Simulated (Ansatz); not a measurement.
# Bi (diamond type) under strong compression

```xyz
2
Lattice="0.0000 3.5833 3.5833 3.5833 0.0000 3.5833 3.5833 3.5833 0.0000" Properties=species:S:1:pos:R:3 pbc="T T T"
Bi   -0.8958   -0.8958   -0.8958
Bi    0.8958    0.8958    0.8958
```

The cell comes from a relaxation on PAW files under the same functional, begun from a prototype that needn't be the stable phase.

Its volume is scaled at fixed shape and fractional positions.

Level of theory: DFT with PBEsol, scalar-relativistic, in Ansatz 0.2.0; a Γ-centred 11×11×11 k mesh, Fermi–Dirac smearing of 0.08 eV, no spin polarisation. LAPW: all electrons, basis error target 1 meV/atom; PAW: frozen-core files, cutoff 420 eV; crystal datasets: all electrons, by PAW datasets that the program makes for each cell; norm-conserving: pseudopotentials, cutoff 898 eV; PAW (cutoff 600 eV): frozen-core files, cutoff 600 eV.

Energies are extrapolated to zero smearing and count from the unscaled cell; pressure is positive in compression; gaps take the mesh and a band path. No temperature or zero-point motion is included.

Spin–orbit coupling is left out, which matters for the heavy atoms. The PAW files were made under PBE. The structure type is held throughout; the real material can change phase at far lower pressure.

```json
{"V/V0": "1.00", "V (Å³/atom)": "46.01", "P LAPW (GPa)": "-0.01", "ΔE LAPW (eV/atom)": "0.000", "P PAW − LAPW (GPa)": "-0.01", "ΔE PAW − LAPW (meV/atom)": "0.0"}
{"V/V0": "0.88", "V (Å³/atom)": "40.49", "P LAPW (GPa)": "5.44", "ΔE LAPW (eV/atom)": "0.083", "P PAW − LAPW (GPa)": "-0.02", "ΔE PAW − LAPW (meV/atom)": "-0.5"}
{"V/V0": "0.78", "V (Å³/atom)": "35.89", "P LAPW (GPa)": "13.78", "ΔE LAPW (eV/atom)": "0.347", "P PAW − LAPW (GPa)": "-0.02", "ΔE PAW − LAPW (meV/atom)": "-1.0"}
{"V/V0": "0.68", "V (Å³/atom)": "31.29", "P LAPW (GPa)": "?", "ΔE LAPW (eV/atom)": "0.937", "P PAW − LAPW (GPa)": "-0.02", "ΔE PAW − LAPW (meV/atom)": "-1.6"}
{"V/V0": "0.58", "V (Å³/atom)": "26.69", "P LAPW (GPa)": "58.2", "ΔE LAPW (eV/atom)": "2.140", "P PAW − LAPW (GPa)": "-0.01", "ΔE PAW − LAPW (meV/atom)": "-2.2"}
{"V/V0": "0.50", "V (Å³/atom)": "23.00", "P LAPW (GPa)": "?", "ΔE LAPW (eV/atom)": "3.937", "P PAW − LAPW (GPa)": "0.05", "ΔE PAW − LAPW (meV/atom)": "-1.9"}
{"V/V0": "0.43", "V (Å³/atom)": "19.78", "P LAPW (GPa)": "175.3", "ΔE LAPW (eV/atom)": "6.657", "P PAW − LAPW (GPa)": "0.24", "ΔE PAW − LAPW (meV/atom)": "0.7"}
```

(1) Give the missing entry: row "0.68", column "P LAPW (GPa)".

(2) What belongs in the row "0.50", column "P LAPW (GPa)"?

(3) Fit the Vinet equation to the LAPW pressures over the whole range, with residuals weighted by 1/(|P| + 0.03·Pmax).

(4) From the table, what is the rise of the enthalpy H = E + pV up to the last row, and how stiff is the crystal between the last two rows?

(5) At the smallest volume, how far do crystal datasets and norm-conserving and PAW (cutoff 600 eV) lie from LAPW in pressure?

(6) How do the Löwdin populations by LAPW change from the unscaled cell to the last row?

Answers

(1) 29.0.

(2) 102.8.

(3) V0 = 46.05 Å³/atom, B0 = 29.7 GPa and B0′ = 5.08, and the fit misses no point by more than 2.7 GPa. A fit over so wide a range pins B0 less well than one near rest.

(4) ΔH = 6.657 eV + (175.3 GPa × 19.78 Å³ + 0.01 GPa × 46.01 Å³) × 0.006242 eV/(GPa·Å³) = 28.31 eV/atom, of which pV makes 76 %. The mean bulk modulus there is −ΔP/Δln V = 481 GPa.

(5) crystal datasets: 0.00 GPa; norm-conserving: -1.26 GPa; PAW (cutoff 600 eV): +0.20 GPa, on a LAPW pressure of 175.3 GPa.

(6) Bi 6s 1.88 → 1.58, Bi 6p 3.10 → 3.38, Bi 5d 10.00 → 9.96 electrons an atom. These are projections on the shells that the free atoms fill; 0.05 e a cell lies outside them at the start and 0.23 e at the end.
